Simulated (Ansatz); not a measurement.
ScCu (CsCl type)

```
CELL_PARAMETERS angstrom
      3.16596     0.00000     0.00000
      0.00000     3.16596     0.00000
      0.00000     0.00000     3.16596
ATOMIC_POSITIONS crystal
  Sc 0.50000 0.50000 0.50000
  Cu 0.00000 0.00000 0.00000
```

The slice is a {100} plane (indices of the conventional cell) through the point (0.000, 0.000, 0.000) (fractional), spanned by u = [100] and v = [010] in vectors of this cell: u (3.17 Å) and v (3.17 Å, at 90° to u). It covers one period; positions are fractions (u, v).

Calculation: LDA (plane waves to 420 eV, PAW, scalar-relativistic; Ansatz, a program for electronic structure). k mesh 15×15×15. Near the nuclei the fields are pseudised (PAW); where an atom keeps semicore shells as valence, they peak there. ScCu is run without spin polarisation. ScCu was relaxed with its symmetry unable to fall. The relaxed volume of ScCu is well below the measured one.

Three fields on this plane, each scaled to ten steps between its own extremes (0 low, 9 high; the total valence density on a logarithmic scale, the potential cut 8 eV below its top; x marks points blanked near nuclei; v = 0 in the bottom row):

Map A
```
|xxxxxxxxx97544344579xxxxxxxx|
|xxxxxxxxx97544344579xxxxxxxx|
|xxxxxxxxx86543334568xxxxxxxx|
|xxxxxxxx9764433344679xxxxxxx|
|xxxxxxxx8754333334578xxxxxxx|
|xxxxxxx976443222344679xxxxxx|
|xxxxxx97654322222345679xxxxx|
|xxxx987654322212223456789xxx|
|9998776543221111122345677899|
|7776654432211111112234456677|
|5555444322110000011223444555|
|4444433221100000001122334444|
|4443332221100000001122233344|
|3333332211100000001112233333|
|4443332221100000001122233344|
|4444433221100000001122334444|
|5555444322110000011223444555|
|7776654432211111112234456677|
|9998776543221111122345677899|
|xxxx987654322212223456789xxx|
|xxxxxx97654322222345679xxxxx|
|xxxxxxx976443222344679xxxxxx|
|xxxxxxxx8754333334578xxxxxxx|
|xxxxxxxx9764433344679xxxxxxx|
|xxxxxxxxx86543334568xxxxxxxx|
|xxxxxxxxx97544344579xxxxxxxx|
|xxxxxxxxx97544344579xxxxxxxx|
|xxxxxxxxx97544344579xxxxxxxx|
```

Map B
```
|xxxxxxxxx15789998751xxxxxxxx|
|xxxxxxxxx25789998752xxxxxxxx|
|xxxxxxxxx36789998763xxxxxxxx|
|xxxxxxxx0467899987640xxxxxxx|
|xxxxxxxx2567888887652xxxxxxx|
|xxxxxxx145678888876541xxxxxx|
|xxxxxx13567777777776531xxxxx|
|xxxx024566777777777665420xxx|
|0123455666666666666666554321|
|5556666776666555666677666655|
|7777777776655555556677777777|
|8888888776655444556677888888|
|9999988776554444455677889999|
|9999988776554444455677889999|
|9999988776554444455677889999|
|8888888776655444556677888888|
|7777777776655555556677777777|
|5556666776666555666677666655|
|0123455666666666666666554321|
|xxxx024566777777777665420xxx|
|xxxxxx13567777777776531xxxxx|
|xxxxxxx145678888876541xxxxxx|
|xxxxxxxx2567888887652xxxxxxx|
|xxxxxxxx0467899987640xxxxxxx|
|xxxxxxxxx36789998763xxxxxxxx|
|xxxxxxxxx25789998752xxxxxxxx|
|xxxxxxxxx15789998751xxxxxxxx|
|xxxxxxxxx05789998750xxxxxxxx|
```

Map C
```
|xxxxxxxxx23589998532xxxxxxxx|
|xxxxxxxxx24689998642xxxxxxxx|
|xxxxxxxxx34689998643xxxxxxxx|
|xxxxxxxx2357999997532xxxxxxx|
|xxxxxxxx3468999998643xxxxxxx|
|xxxxxxx346789999987643xxxxxx|
|xxxxxx34578888888887543xxxxx|
|xxxx234578887777788875432xxx|
|2223346788776555677887643322|
|3344567887654333456788765443|
|5566788887542222245788887665|
|7888999876421101124678999888|
|9999999875321000123578999999|
|9999999875320000023578999999|
|9999999875321000123578999999|
|7888999876421101124678999888|
|5566788887542222245788887665|
|3344567887654333456788765443|
|2223346788776555677887643322|
|xxxx234578887777788875432xxx|
|xxxxxx34578888888887543xxxxx|
|xxxxxxx346789999987643xxxxxx|
|xxxxxxxx3468999998643xxxxxxx|
|xxxxxxxx2357999997532xxxxxxx|
|xxxxxxxxx34689998643xxxxxxxx|
|xxxxxxxxx24689998642xxxxxxxx|
|xxxxxxxxx23589998532xxxxxxxx|
|xxxxxxxxx23579997532xxxxxxxx|
```

Assign the maps to these fields: electron localisation function (ELF); valence electron density; electrostatic potential energy of an electron, from the cell's mean.

A is the valence electron density; B is the electrostatic potential energy of an electron, from the cell's mean; C is the electron localisation function (ELF).
